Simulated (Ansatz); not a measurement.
Name crystals whose computed values (r²SCAN+D4 in the plane-wave PAW code Ansatz) fall in these windows: highest Γ mode, no LO–TO term (cm⁻¹) 2700 to 3800; gap (eV) 3.9 to 5.7; HSE06 gap (eV) 4.8 to 6.0.



| crystal | highest Γ mode, no LO–TO term (cm⁻¹) | gap (eV) | HSE06 gap (eV) |
|---|---|---|---|
| H4BrN, P-43m (H on 4e, Br on 1b, N on 1a) | 3238 | 4.81 | 5.44 |
| H4BrN, P4/nmm (H on 8i, Br on 2c, N on 2a) | 3268 | 4.93 | 5.58 |
Others may fit too.

Standing as an ambient phase not checked: H4BrN, P-43m (H on 4e, Br on 1b, N on 1a); H4BrN, P4/nmm (H on 8i, Br on 2c, N on 2a). All cells were relaxed under the symmetry of their starts (and spin orders); stability against distortions was not tested throughout. Spin–orbit coupling is left out wherever it is not named.

Potentials: the later of the program's two PAW sets.
